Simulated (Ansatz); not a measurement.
Ba₂YReO₆ (space group Fm-3m)

```yaml
crystal:
  lattice:
    - [0.00000, 4.15647, 4.15647]
    - [4.15647, 0.00000, 4.15647]
    - [4.15647, 4.15647, 0.00000]
  atoms:
    - { symbol: Ba, position: [0.75000, 0.75000, 0.75000] }
    - { symbol: Ba, position: [0.25000, 0.25000, 0.25000] }
    - { symbol: Y, position: [0.50000, 0.50000, 0.50000] }
    - { symbol: Re, position: [0.00000, 0.00000, 0.00000] }
    - { symbol: O, position: [0.76583, 0.76583, 0.23417] }
    - { symbol: O, position: [0.23417, 0.23417, 0.76583] }
    - { symbol: O, position: [0.23417, 0.76583, 0.76583] }
    - { symbol: O, position: [0.76583, 0.23417, 0.23417] }
    - { symbol: O, position: [0.76583, 0.23417, 0.76583] }
    - { symbol: O, position: [0.23417, 0.76583, 0.23417] }
```

The slice is a {100} plane (indices of the conventional cell) through the point (0.234, 0.766, 0.766) (fractional), spanned by u = [100] and v = [0 1 -1] in vectors of this cell: u (5.88 Å) and v (5.88 Å, at 90° to u). It covers one period; positions are fractions (u, v).

Computed with PBEsol (plane waves to 420 eV, PAW, scalar-relativistic; Ansatz, a first-principles code). k mesh 10×10×10. Near the nuclei the fields are pseudised (PAW); where an atom keeps semicore shells as valence, they peak there. Ba2YReO6 is run without spin polarisation and with no Hubbard U. Ba2YReO6 was relaxed with its symmetry unable to fall. Spin-orbit coupling is left out, though Re is heavy.

Question: Sketch the valence electron density on this plane as a map.

Answer: 
```
|9986532235666545666532235689|
|8876432234666666666432234678|
|7664321124566666665421123466|
|5543211123456666654321112345|
|3332110012344555443210011233|
|2221100001223333322100001122|
|2221100000112222211000001122|
|3332210000112222211000012233|
|5544321001123333321100123445|
|6665432111234454432111234566|
|6666542112345666543211245666|
|6666643223457888754322346666|
|4566653223468999864322356665|
|3466653223568999865322356664|
|4566653223468999864322356665|
|6666643223457888754322346666|
|6666542112345666543211245666|
|6665432111234454432111234566|
|5544321001123333321100123445|
|3332210000112222211000012233|
|2221100000112222211000001122|
|2221100001223333322100001122|
|3332110012344555443210011233|
|5543211123456666654321112345|
|7664321124566666665421123466|
|8876432234666666666432234678|
|9986532235666545666532235689|
|9987532235666434666532235789|
```
Scale: ten equal steps from -1.49 (start of '0') to 0.88 (end of '9'), in the order '0123456789'. Values: log₁₀ of the valence density in e/Å³. The map has 28 points along u (one character each, u = 0 at the left) and 28 along v (v = 0 in the bottom row). The scale is logarithmic, as a density can span decades between atoms and voids.
